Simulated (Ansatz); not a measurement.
CdTe (zinc blende)

```yaml
crystal:
  lattice:
    - [0.00000, 6.61805, 6.61805]
    - [3.30902, 3.30902, 6.61805]
    - [3.30902, 3.30902, 0.00000]
  atoms:
    - { symbol: Te, position: [0.00000, 0.75000, 0.75000] }
    - { symbol: Te, position: [0.50000, 0.75000, 0.75000] }
    - { symbol: Cd, position: [0.00000, 0.00000, 0.00000] }
    - { symbol: Cd, position: [0.50000, 0.00000, 0.00000] }
```

The atoms are displaced by Q × the pattern below (from a DFPT mode at X = (0.5, 0.5, 0.0), largest move 1; Q in Å), at fixed cell. It is one choice among 2 degenerate patterns. (q is in reciprocal vectors of the primitive cell; the cell shown is doubled to hold the pattern.)

| atom | x | y | z |
|---|---|---|---|
| Te1 | 0.000 | -1.000 | 0.000 |
| Te2 | 0.000 | 1.000 | 0.000 |
| Cd3 | 0.817 | 0.000 | 0.000 |
| Cd4 | -0.817 | 0.000 | 0.000 |

Computed with PBE (plane waves to 420 eV, PAW, scalar-relativistic; Ansatz, a program for electronic structure). k mesh 9×9×9 (Γ-centred), Fermi-Dirac smearing 0.05 eV. Energies are smeared free energies. CdTe was relaxed with its symmetry unable to fall. Spin-orbit coupling is left out, though Te is heavy. The zero of ΔE is the undisplaced structure.

```tsv
Q (Å)	ΔE (meV/cell)
-0.1000	137.0
-0.0833	withheld
-0.0667	60.6
-0.0500	34.0
-0.0333	15.1
-0.0167	3.8
0.0000	0.0
0.0167	3.8
0.0333	15.1
0.0500	34.0
0.0667	60.6
0.0833	withheld
0.1000	137.0
```

### Question
Fit an even polynomial form (powers 2, 4) to the given rows and predict ΔE at Q = -0.0833.

### Answer
Least squares on the 11 given rows: ΔE = (13570)·Q² + (13350)·Q⁴, in meV/cell with Q in Å; root-mean-square residual 0.03 meV/cell. At -0.0833 the fit gives 94.8 meV/cell; the calculation gives 94.9 meV/cell, so the interpolation is off by -0.1 (-0.1 %). The quadratic term alone would give 94.2 meV/cell.

(A displaced cell: forces are minus the slopes of the energy, force constants its curvatures, and phonons follow from these.)
